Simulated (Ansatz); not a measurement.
## What DFT gives for ScMn4Be8

```xyz
13
Lattice="0.0000 0.0000 4.5831 3.9710 -3.9710 2.2916 3.9710 3.9710 -2.2916" Properties=species:S:1:pos:R:3 pbc="T T T"
Sc    0.0000    0.0000    0.0000
Mn    1.9855    1.9855    1.1458
Mn    1.9855   -1.9855    3.4373
Mn    1.9855    1.9855   -1.1458
Mn    1.9855   -1.9855    1.1458
Be    6.2027    0.0000    2.2916
Be    3.9710    2.2317    0.0000
Be    1.7393    0.0000    2.2916
Be    3.9710   -2.2317    4.5831
Be    2.6828    0.0000    0.0000
Be    3.9710   -1.2882    2.2916
Be    5.2592    0.0000    0.0000
Be    3.9710    1.2882    2.2916
```

Level: r2SCAN, no spin polarisation; 500 eV; 8×8×8 Γ-centred mesh; fermi-dirac occupations (width 0.036 eV); Ansatz 0.2.0, fixed geometry.

(1) Is the cell too large or too small?

(2) Which element gives electrons and which takes them?

(3) What happens at the Fermi level?

(4) Where is the largest force?

Origin: a known structure type with other elements, at an estimated volume, so it need not be a known compound. Caveats: no spin polarisation, so a magnetic state may lie lower.

Cost: 9.2 min on 1 thread of Arm Neoverse V1 (shared host), peak memory 1 GiB (start from a saved density). The time holds forces, stress, Bader, DOS, bands, ELF.

Answers

(1) The pressure is -9.5 GPa (compression positive), so with the atoms held at these fractions the cell would first shrink. The principal stresses -12.2, -8.2, -8.2 GPa differ, so its shape would change too.

(2) Bader charges in e: Sc +1.60, Mn -2.94, Be +1.23 to +1.31. In the mean Sc gives up most and Mn takes most.

(3) It is a metal, with about 6.9 states/eV a cell as the mean within 0.25 eV of the Fermi level, mostly Mn d (65 %).

(4) The largest is on Be7 (and as large on other atoms): 0.60 eV/Å, components (0.00, -0.60, 0.00). It makes 84° with the line to a nearest neighbour, Mn2 at 2.31 Å.
